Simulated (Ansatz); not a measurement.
Straining HfIr3

Computed with DFT r2SCAN, scalar-relativistic, plane waves, PAW (Ansatz 0.2.0). Settings: 500 eV cutoff, 14×14×14 k-mesh, Gaussian smearing of 0.10 eV, no spin polarisation.

The relaxed crystal:

```yaml
crystal:
  lattice:
    - [3.94216, 0.00000, 0.00000]
    - [0.00000, 3.94216, 0.00000]
    - [0.00000, 0.00000, 3.94216]
  atoms:
    - { symbol: Hf, position: [0.00000, 0.00000, 0.00000] }
    - { symbol: Ir, position: [0.00000, 0.50000, 0.50000] }
    - { symbol: Ir, position: [0.50000, 0.00000, 0.50000] }
    - { symbol: Ir, position: [0.50000, 0.50000, 0.00000] }
```

Deformation: all cell vectors scaled alike, the atoms relaxed, all within the symmetry that the strain leaves. Energies are extrapolated to zero smearing.

Spin–orbit coupling is left out, which can shift energies with elements as heavy as these.

| strain (%) | ΔE (meV/atom) | a (Å) | b (Å) | c (Å) |
| --- | --- | --- | --- | --- |
| -3.0 | 129.4 | 3.824 | 3.824 | 3.824 |
| -2.0 | 55.3 | 3.863 | 3.863 | 3.863 |
| -1.0 | 13.2 | 3.903 | 3.903 | 3.903 |
| +0.0 | 0.0 | 3.942 | 3.942 | 3.942 |
| +1.0 | 12.5 | 3.982 | 3.982 | 3.982 |
| +2.0 | 48.1 | 4.021 | 4.021 | 4.021 |
| +3.0 | 104.2 | 4.060 | 4.060 | 4.060 |

**Question.** What stiffness (1/V) d²E/dε² at zero strain does a cubic fit over all points give?

**Answer.** A cubic fit gives (1/V) d²E/dε² = 2716 GPa at zero strain (nine times the bulk modulus at fixed shape).

Cost: 7 runs of about 5.4 core-minutes in all, on Arm Neoverse V1 (shared hosts).